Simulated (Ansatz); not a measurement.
A 5-atom cell of KMgF3 started from a crystallographic database, relaxed with r2SCAN: 5 runs in the plane-wave code Ansatz, each a calculation of independent-particle optics. Space group Pm-3m (No. 221), cubic; conventional cell a = 3.980 Å, 12.61 Å³ an atom. K has 12 F at 2.81 Å; Mg has 6 F at 1.99 Å; F has 2 Mg at 1.99 Å and 4 K at 2.81 Å. Spin-unpolarised throughout; all numbers are computed.

```
K Mg F
1.0
     3.98024    0.00000    0.00000
     0.00000    3.98024    0.00000
     0.00000    0.00000    3.98024
K Mg F
1 1 3
Direct
  0.50000 0.50000 0.50000
  0.00000 0.00000 0.00000
  0.50000 0.00000 0.00000
  0.00000 0.50000 0.00000
  0.00000 0.00000 0.50000
```

On meshes this coarse, single peaks can be features of the mesh. No local fields, no excitons; the zone sum runs over the cells of the mesh, and ε∞ includes the bands left out of the spectrum. Up to four peaks are listed, those above 15 % of the tallest and inside the complete range; the four can differ from row to row. Rows marked drawn have settings drawn at random (some not listed).

```tsv
functional	k mesh	broadening (eV)	scissors (eV)	range (eV)	settings	direct gap on the mesh before scissors (eV)	ε∞ xx	ε∞ yy	ε∞ zz	complete up to (eV)	tallest peaks of mean ε₂ (eV)
PBE	6×6×6	0.1	0.00	0–25	chosen	7.69	2.17	2.17	2.17	25.0	19.95 20.30 21.55 21.85
r2SCAN	6×6×6	0.1	0.00	0–25	chosen	8.62	2.06	2.06	2.06	25.0	12.40 21.10 22.65 22.90
PBE	6×6×6	0.1	2.23 (to HSE06)	0–25	chosen	7.69	2.03	2.03	2.03	25.0	22.20 22.50 23.80 24.05
PBEsol	4×4×4	0.05	0.00	0.5–20	drawn	7.50	2.21	2.21	2.21	20.0	11.45 17.60 19.05 19.80
PBE	6×6×6	0.4	0.30	0.5–10	drawn	7.69	2.15	2.15	2.15	10.0	none
```

The fundamental gap is indirect (7.37 eV with PBE on 6×6×6); the table holds the direct one.
